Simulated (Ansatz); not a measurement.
**AlRu, first-principles data**

AlRu:
```
CELL_PARAMETERS angstrom
      1.42286     0.82149     3.93023
     -1.42286     0.82149     3.93023
      0.00000    -1.64298     3.93023
ATOMIC_POSITIONS crystal
  Al 0.00000 0.00000 0.00000
  Ru 0.50000 0.50000 0.50000
```

Space group R-3m (No. 166); conventional cell a = 2.846 Å, b = 2.846 Å, c = 11.791 Å, α = 90.00°, β = 90.00°, γ = 120.00°.

Method: the program Ansatz at the PBEsol level (PAW). Geometry: relaxed at this level of theory. Other levels are named where they apply.

**Cell and energy**

```json
{
  "volume_per_atom": "13.78 Å³",
  "density": "7.71 g/cm³",
  "Formation energy from the elements (no fitted shifts)": "-0.33 eV/atom"
}
```

**Electronic structure**

```json
{
 "electronic_character": "metallic (no gap)",
 "Density of states at the Fermi level": "0.71 states/eV per atom (mean over ±0.08 eV)"
}
```

**Mechanics**

```json
{
  "Bulk modulus (Birch–Murnaghan fit)": "200 GPa",
  "Pressure derivative B′": "4.5",
  "Elastic constants (relaxed ions, GPa)": "C11 = 321, C12 = 106, C13 = 155, C14 = -52.6, C33 = 355, C44 = 67.9",
  "mechanical_stability": "stable (all eigenvalues of C positive)",
  "hill_bulk_and_shear_moduli": "202 and 71.8 GPa",
  "Young's modulus": "193 GPa",
  "Poisson's ratio": "0.34",
  "debye_temperature_from_the_elastic_constants": "426 K"
}
```

**Phonons**

```json
{
  "highest_zone_centre_frequency": "375 cm⁻¹",
  "zone_centre_stability": "no imaginary mode at Γ"
}
```

A made-up cell: these elements were put on the sites of a structure type; neither database checked (COD, Materials Project) lists it. COD files the formula under space group No. 221, so this cell is another polymorph or a model. Whether it is the stable phase at ambient conditions was not checked. Symmetry was held in the PBEsol relaxation. No spin polarisation was allowed. As this level gives no gap, shear constants depend on the k-mesh and smearing (Fermi–Dirac, 0.1 eV here). As this level gives no gap, phonon frequencies hold no LO–TO term and depend on the k-mesh and smearing (Fermi–Dirac, 0.1 eV here). Axis ratios of metals converge slowly with the k-mesh, so a and c are less sure than the volume. On the denser mesh and wider smearing of the elastic run this cell carries a stress of 1.2 GPa. The references are the lowest solids computed at this level, not always the standard phases. Spin–orbit coupling is left out wherever it is not named.

Potentials: the later of the program's two PAW sets.
